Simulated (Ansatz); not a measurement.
B2Ru:
```yaml
crystal:
  lattice:
    - [3.01494, 0.00000, 0.00000]
    - [-1.50747, 2.61102, 0.00000]
    - [0.00000, 0.00000, 3.25762]
  atoms:
    - { symbol: Ru, position: [0.00000, 0.00000, 0.00000] }
    - { symbol: B, position: [0.33333, 0.66667, 0.50000] }
    - { symbol: B, position: [0.66667, 0.33333, 0.50000] }
```

Relaxed with r²SCAN. Special points in fractions of this cell's reciprocal vectors: Γ (0.000, 0.000, 0.000); M (0.500, 0.000, 0.000); K (0.333, 0.333, 0.000); A (0.000, 0.000, 0.500); L (0.500, 0.000, 0.500); H (0.333, 0.333, 0.500).

List the band energies nearest the Fermi level at these points for the program Ansatz at the r²SCAN with spin–orbit coupling level (PAW).

In eV from the Fermi level; about four levels below and three above (degenerate sets whole), none deeper than 8.9 eV; points with the same levels are listed once.

```
k                                below                above
-  -----------------------------------  -------------------
Γ              -1.42 -1.42 -1.27 -1.27  1.82 1.82 1.97 1.97
M              -1.96 -1.96 -0.35 -0.35  0.53 0.53 2.49 2.49
K              -1.40 -1.40 -0.75 -0.75  6.18 6.18 6.26 6.26
A              -1.44 -1.44 -1.44 -1.44  6.19 6.19 9.58 9.58
L              -0.82 -0.82 -0.19 -0.19  2.31 2.31 2.80 2.80
H  -5.24 -5.24 -5.24 -5.24 -0.82 -0.82  1.99 1.99 2.09 2.09
```

Space group P6/mmm. A made-up cell: these elements were put on the sites of a structure type; neither database checked (COD, Materials Project) lists it. COD files the formula under space group No. 59. Its standing as an ambient phase is unchecked. Symmetry was held in the r²SCAN relaxation; its stability against distortions is not shown here. The run is not spin-polarised.

Potentials: the earlier of the program's two PAW sets.
